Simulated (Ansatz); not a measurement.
Space group Fm-3m (No. 225). a = 7.680 Å, b = 7.680 Å, c = 7.680 Å, α = 90.00°, β = 90.00°, γ = 90.00°
```csv
atom,site,symmetry,x,y,z
Sn,4a,m-3m,0.0000,0.0000,0.0000
Sn,8c,-43m,0.2500,0.7500,0.7500
Bi,4b,m-3m,0.5000,0.0000,0.0000
```

Equation of state of this Sn3Bi structure (not necessarily the ground state), with shape and atoms relaxed at each volume where symmetry leaves them free. It has no gap at any of these volumes. All numbers below come from DFT r2SCAN, scalar-relativistic, plane waves, PAW (Ansatz).

Cutoff 500 eV; k points 10×10×10 on the computed 4-atom cell (Γ-centred); Gaussian smearing, width 0.10 eV; no spin polarisation.

```json
{"V (Å³/atom)": "24.915", "E − E(largest V) (meV/atom)": "45.79", "P (GPa)": "8.89"}
{"V (Å³/atom)": "25.765", "E − E(largest V) (meV/atom)": "6.21", "P (GPa)": "6.08"}
{"V (Å³/atom)": "26.614", "E − E(largest V) (meV/atom)": "-19.77", "P (GPa)": "3.71"}
{"V (Å³/atom)": "27.463", "E − E(largest V) (meV/atom)": "-34.18", "P (GPa)": "1.71"}
{"V (Å³/atom)": "28.313", "E − E(largest V) (meV/atom)": "-38.70", "P (GPa)": "0.00"}
{"V (Å³/atom)": "29.162", "E − E(largest V) (meV/atom)": "-34.76", "P (GPa)": "-1.45"}
{"V (Å³/atom)": "30.011", "E − E(largest V) (meV/atom)": "-23.72", "P (GPa)": "-2.66"}
{"V (Å³/atom)": "31.144", "E − E(largest V) (meV/atom)": "0.00", "P (GPa)": "-3.98"}
```

Question: Fit a third-order Birch–Murnaghan equation to E(V).

Answer: V0 = 28.32 Å³/atom, B0 = 52 GPa, B0' = 4.4.

Spin-orbit coupling is left out, which matters for the bands of heavy elements.